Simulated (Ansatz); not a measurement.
NbB$_{2}$:
```yaml
crystal:
  lattice:
    - [3.09371, 0.00000, 0.00000]
    - [-1.54686, 2.67923, 0.00000]
    - [0.00000, 0.00000, 3.29323]
  atoms:
    - { symbol: Nb, position: [0.00000, 0.00000, 0.00000] }
    - { symbol: B, position: [0.33333, 0.66667, 0.50000] }
    - { symbol: B, position: [0.66667, 0.33333, 0.50000] }
```

Relaxed with PBEsol. Special points in fractions of this cell's reciprocal vectors: Γ (0.000, 0.000, 0.000); M (0.500, 0.000, 0.000); K (0.333, 0.333, 0.000); A (0.000, 0.000, 0.500); L (0.500, 0.000, 0.500); H (0.333, 0.333, 0.500).

Question: List the band energies nearest the Fermi level at these points for DFT-PBEsol with spin–orbit coupling in the program Ansatz with PAW potentials.

Answer: In eV from the Fermi level; about four levels below and three above (degenerate sets whole), none deeper than 8.9 eV; points with the same levels are listed once.

| k | below | above |
|---|---|---|
| Γ | -4.34 -4.34 -3.09 -3.09 | 1.26 1.26 1.34 1.34 |
| M | -4.52 -4.52 -4.24 -4.24 | 0.36 0.36 1.79 1.79 |
| K | -3.79 -3.79 -3.76 -3.76 | 0.00 0.00 0.10 0.10 |
| A | -1.24 -1.24 -1.12 -1.12 | 0.76 0.76 4.24 4.24 |
| L | -5.87 -5.87 -3.40 -3.40 | 2.25 2.25 2.99 2.99 |
| H | -4.39 -4.39 -4.29 -4.29 | 2.31 2.31 4.72 4.72 |

Space group P6/mmm. The workflow started from a Materials Project entry (that database holds measured and hypothetical structures alike); the Crystallography Open Database files this formula in space group No. 191, but the cells were not matched. Its standing as an ambient phase is unchecked. Symmetry was held in the PBEsol relaxation; of distortions, only those at the zone centre were tested. No spin polarisation was allowed.

Potentials: the later of the program's two PAW sets.
